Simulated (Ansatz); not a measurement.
A trial cell of Si₃C₄, before relaxation:

```cif
data_structure
_symmetry_space_group_name_H-M 'P-43m'
_symmetry_Int_Tables_number 215
_cell_length_a 4.6881
_cell_length_b 4.6881
_cell_length_c 4.6881
_cell_angle_alpha 90.000
_cell_angle_beta 90.000
_cell_angle_gamma 90.000
_cell_volume 103.04
loop_
_atom_site_label
_atom_site_type_symbol
_atom_site_symmetry_multiplicity
_atom_site_Wyckoff_symbol
_atom_site_fract_x
_atom_site_fract_y
_atom_site_fract_z
_atom_site_occupancy
Si1 Si 3 d 0.00000 0.00000 0.50000 1
C1 C 4 e 0.72069 0.72069 0.72069 1
```

Theory: Ansatz 0.2.0, DFT PBE, scalar-relativistic, plane waves, PAW. Cutoff 420 eV, Gaussian smearing, Γ-centred meshes. Cell and atoms relax first on a coarse mesh and then on a finer one. In between, the cell is made exact in the group found at 0.06 Å. In metals the finer mesh still leaves noise of several meV/atom or more. The steps can't lower the symmetry of their start. No spin polarisation.

A guess keeps its type if space group and coordination stay and the shape of the cell changes little (axis ratios within about 15 %, angles within 6°); the volume may change.

Problem. Does this structure survive the relaxation?

Solution. It keeps its type. The symmetry stays P-43m (No. 215). The volume per atom shrinks by 16.4 %, from 14.7 to 12.3 Å³. The shortest distance goes from 2.12 Å (Si–C) to 1.86 Å (Si–C). Counting neighbours within 15 % of an atom's shortest distance, the start has C 3, Si 4 and the end C 3, Si 4.

Formation energies are uncorrected and refer to the elements' standard structures at the same level.

Problem. At what energy does it end?

Solution. +0.74 eV/atom. It can't be a ground state, since the elements alone are lower.

The last run used an 8×8×8 mesh for its 7-atom cell and Gaussian smearing of 0.10 eV. The reference form of C is held partly by dispersion forces, which this level lacks. Symmetry constrained the relaxation, so the result can be a saddle point.
